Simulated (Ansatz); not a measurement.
## VBrO (Pmmn): one cell, several electronic states

Computed with Ansatz (plane waves, PAW): r²SCAN+U, U = 4.0 eV, J = 0.9 eV (Liechtenstein form) on V d, fully localised double counting, scalar-relativistic datasets, 500 eV, PAW set soft_2 (made for PBE), 6×5×3 mesh, Gaussian smearing of 0.05 eV.

```yaml
crystal:
  lattice:
    - [3.38000, 0.00000, 0.00000]
    - [0.00000, 3.77500, 0.00000]
    - [0.00000, 0.00000, 8.42500]
  atoms:
    - { symbol: V, position: [0.50000, 0.50000, 0.10400] }
    - { symbol: V, position: [0.00000, 0.00000, 0.89600] }
    - { symbol: Br, position: [0.00000, 0.50000, 0.32800] }
    - { symbol: Br, position: [0.50000, 0.00000, 0.67200] }
    - { symbol: O, position: [0.00000, 0.50000, 0.96300] }
    - { symbol: O, position: [0.50000, 0.00000, 0.03700] }
```

The structure is that of a cell as deposited in COD, unrelaxed.

Cell and atoms stay fixed, and the cell was started in 18 ways, of which 3 didn't converge and are left out, without spin–orbit coupling. The starts were built for 2 d electrons on V, a formal count that the converged states needn't keep. Starting moments of the plain starts: V1 2.00; V2 2.00 μB (atoms counted from 1).

Problem. How many distinct unconstrained states are reached, over what range, and what is the lowest like? The starts that converged:
- antiferromagnetic start, free
- antiferromagnetic site moments held at V1 1.51; V2 -1.51 μB at first, then free
- total moment locked, 1.00 μB per cell (constrained)
- ferrimagnetic site moments held at V1 1.51; V2 -0.60 μB at first, then free
- ferromagnetic start, free, natural orbitals of the symmetric run filled by rank
- total moment locked at zero, no site moments, 0.00 μB per cell (constrained)
- site moments held at V1 1.21; V2 1.21 μB (constrained)
- antiferromagnetic directions held (constrained)
- ferromagnetic start, free, symmetry kept, no search
- total moment locked, 3.60 μB per cell (constrained)
- total moment held at first, then free, 2.00 μB per cell
- no spin polarisation
- ferromagnetic start, free, default search
- site moments held at V1 0.45; V2 0.45 μB (constrained)
- total moment locked, 3.00 μB per cell (constrained)

Solution. 2 distinct free states (told apart by 2 meV/atom, or by moments or gap), the highest 0.6 meV/atom up. The lowest has 2 d electrons in filled orbitals, 2 of them unpaired, the high-spin filling, a gap of 2.20 eV and a whole-number cell moment of 4 μB, as a collinear insulator must have; it came from: ferromagnetic start, free, natural orbitals of the symmetric run filled by rank; ferromagnetic start, free, symmetry kept, no search; ferromagnetic start, free, default search; total moment held at first, then free, 2.00 μB per cell.

Energies count from the lowest free state found; constrained states (a lock kept on the moments, or spin off) can lie above or below free ones. A natural orbital (eigenvector of a shell's occupation matrix) is counted as filled above 0.75 (0.9 in a metal) and as partly filled from 0.35 up to that; ↑ and ↓ are the spin channels.

```tsv
state	reached from	ΔE (meV/atom)	gap (eV)	P (GPa)	cell spin moment (μB)	site spin moments (μB)	shell filling	Hubbard energy (eV/cell)	flags
1	ferromagnetic start, free, natural orbitals of the symmetric run filled by rank; ferromagnetic start, free, symmetry kept, no search; ferromagnetic start, free, default search; 1 more	0.0	2.20	4.5	4.00	V 1.51	V 2↑ 0↓, 3.23 e	2.45	–
2	antiferromagnetic site moments held at V1 1.51; V2 -1.51 μB at first, then free; antiferromagnetic start, free; ferrimagnetic site moments held at V1 1.51; V2 -0.60 μB at first, then free	0.6	2.22	4.4	0.00	V 1.49, -1.49	V 2↑ 0↓, 3.23 e; V 0↑ 2↓, 3.23 e	2.44	–
3	antiferromagnetic directions held (constrained)	0.6	2.22	4.4	0.00	V 1.49, -1.49	V 2↑ 0↓, 3.23 e; V 0↑ 2↓, 3.23 e	2.44	–
4	site moments held at V1 1.21; V2 1.21 μB (constrained)	72.3	1.11	–	4.00	V 1.20; Br 0.12; O 0.24	V 2↑ 0↓, 3.29 e	2.34	–
5	total moment locked, 3.60 μB per cell (constrained)	90.8	metal	4.3	3.60	V 1.39	V 2↑ 0↓, 3.26 e (5 more orbitals hold 0.2 to 0.35 each)	2.60	–
6	total moment locked, 3.00 μB per cell (constrained)	217.9	metal	4.1	3.00	V 1.20	V 1↑(+1 partly) 0↓(+1 partly), 3.30 e (4 more orbitals hold 0.2 to 0.35 each)	2.84	–
7	total moment locked, 1.00 μB per cell (constrained)	354.2	metal	2.9	1.00	V 0.35	V 1↑(+1 partly) 0↓(+1 partly), 3.31 e (3 more orbitals hold 0.2 to 0.35 each)	3.08	–
8	site moments held at V1 0.45; V2 0.45 μB (constrained)	441.1	metal	–	1.44	V 0.45	V 0↑(+2 partly) 0↓(+1 partly), 3.36 e	3.38	lock stalled near its target
9	total moment locked at zero, no site moments, 0.00 μB per cell (constrained)	953.9	metal	0.0	0.00	under 0.05	V 0↑(+1 partly) 0↓(+1 partly), 3.37 e (4 more orbitals hold 0.2 to 0.35 each)	5.48	–
10	no spin polarisation	953.9	metal	0.0	0.00	under 0.05	V 0 filled, 1 partly in each spin, 3.37 e	5.48	–
```

Natural occupations of the lowest free state (state 1): V1 spin up: 0.13 0.22 0.23 0.99 1.00; V1 spin down: 0.06 0.06 0.11 0.22 0.22; V2 spin up: 0.13 0.22 0.23 0.99 1.00; V2 spin down: 0.06 0.06 0.11 0.22 0.22. Since all bands are wholly filled or empty, the fractional occupations (0.11, 0.13, 0.22, 0.23) come from mixing of the shell with the neighbours' orbitals (covalency), not from partly filled bands.

In the lowest free state the fixed cell carries a pressure of 4.5 GPa and forces up to 0.70 eV/Å; relaxing would change energies and could change the order of close states.

A still lower state can't be excluded. For metallic states the mesh is coarse, so energy differences carry some meV/atom. The value of U was drawn from a range and not derived for this compound; another value can change gaps, moments and the order of states. Stress under a held lock on site moments or directions isn't converged. A gap on the mesh alone may shrink between mesh points. Site moments are integrated in small spheres and here fall short of the shell's N↑ − N↓.
